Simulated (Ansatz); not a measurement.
Relaxed bulk AlCo:

```cif
data_structure
_symmetry_space_group_name_H-M 'Pm-3m'
_symmetry_Int_Tables_number 221
_cell_length_a 2.7937
_cell_length_b 2.7937
_cell_length_c 2.7937
_cell_angle_alpha 90.000
_cell_angle_beta 90.000
_cell_angle_gamma 90.000
_cell_volume 21.80
loop_
_atom_site_label
_atom_site_type_symbol
_atom_site_symmetry_multiplicity
_atom_site_Wyckoff_symbol
_atom_site_fract_x
_atom_site_fract_y
_atom_site_fract_z
_atom_site_occupancy
Al1 Al 1 a 0.00000 0.00000 0.00000 1
Co1 Co 1 b 0.50000 0.50000 0.50000 1
```

Miller indices refer to the conventional cell of Pm-3m (No. 221), a = 2.794 Å, b = 2.794 Å, c = 2.794 Å, α = 90.00°, β = 90.00°, γ = 90.00°.

Consider the (110) slab of 6 planes, 9.9 Å thick with 15 Å of vacuum as cut; outer planes AlCo (top) and AlCo (bottom), all atoms relaxed.

These are results of Ansatz, DFT LDA, scalar-relativistic, plane waves, PAW, not measurements. Plane waves to 420 eV, a k mesh through Γ of 12×9×1 on the computed 12-atom cell and Gaussian smearing (0.10 eV); no spin polarisation. The cell repeats along c with a dipole correction in the vacuum.

(1) Give the surface energy (mean of both faces).

(2) Estimate the work function.

(3) The top two planes lie 1.975 Å apart in the bulk. How does relaxation change this?

Results:

(1) 2.52 J/m².

(2) 5.10 eV.

(3) The spacing becomes 1.992 Å (+0.8 %), and the top plane rumples by 0.205 Å.